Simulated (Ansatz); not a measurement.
# Al₃RuN: rattling a relaxed structure

The cell was found from a proposed guess, not taken from experiment.

The calculation used DFT PBE, scalar-relativistic, plane waves, PAW in Ansatz 0.2.0. Cutoff 420 eV; k points 12×12×6 on the computed 5-atom cell (Γ-centred); Gaussian smearing, width 0.01 eV; no spin polarisation.

The cell below (5 atoms, space group P4/mmm (No. 123)) is relaxed within its symmetry.

```xyz
5
Lattice="3.0334 0.0000 0.0000 0.0000 3.0334 0.0000 0.0000 0.0000 6.5909" Properties=species:S:1:pos:R:3 pbc="T T T"
Al    1.5167    1.5167    4.6440
Al    1.5167    1.5167    1.9470
Al    0.0000    0.0000    0.0000
Ru    0.0000    0.0000    3.2955
N     1.5167    1.5167    0.0000
```

For the test a repeat of it with 10 atoms (edges 3.03, 6.07, 6.59 Å) was strained at random (σ = 1.5 % a component), the atoms were moved at random (σ = 0.10 Å), and all was relaxed again on a coarse 8×4×4 mesh (in the run’s order of axes) with 0.20 eV smearing, with no symmetry imposed.

Problem. Does it come back?

Solution. It doesn't return. The energy falls by 7 meV/atom on that mesh, the volume changes by 0.2 %, and the end has space group Pmma (No. 51) at a loose tolerance. Relaxed again on a 6×10×6 mesh with 0.10 eV smearing, the new structure lies 7 meV/atom below the first (mesh in the axes of the run's cell; the cell below is made exact in the group named). Space group Pmma (No. 51), orthorhombic, a = 6.077 Å, b = 3.027 Å, c = 6.608 Å. Al on a site of symmetry m has 1 N at 1.96 Å, 4 Ru at 2.53–2.56 Å and 4 Al at 2.72–2.79 Å; Al on a site of symmetry mm2 has 4 N at 2.16 Å, 4 Al at 2.79 Å, 1 Ru at 2.85 Å and 8 Al at 3.03–3.09 Å; Ru is surrounded by 8 Al at 2.53–2.56 Å, 1 Al at 2.85 Å and 4 Ru at 3.03–3.06 Å; N is surrounded by 2 Al at 1.96 Å and 4 Al at 2.16 Å.

```
CELL_PARAMETERS angstrom
6.07724 0.00000 0.00000
0.00000 3.02710 0.00000
0.00000 0.00000 6.60832
ATOMIC_POSITIONS crystal
Al 0.97888 0.50000 0.20471
Al 0.52112 0.50000 0.20471
Al 0.02112 0.50000 0.79529
Al 0.47888 0.50000 0.79529
Al 0.75000 0.00000 0.54277
Al 0.25000 0.00000 0.45723
Ru 0.25000 0.00000 0.02581
Ru 0.75000 0.00000 0.97419
N 0.00000 0.50000 0.50000
N 0.50000 0.50000 0.50000
```
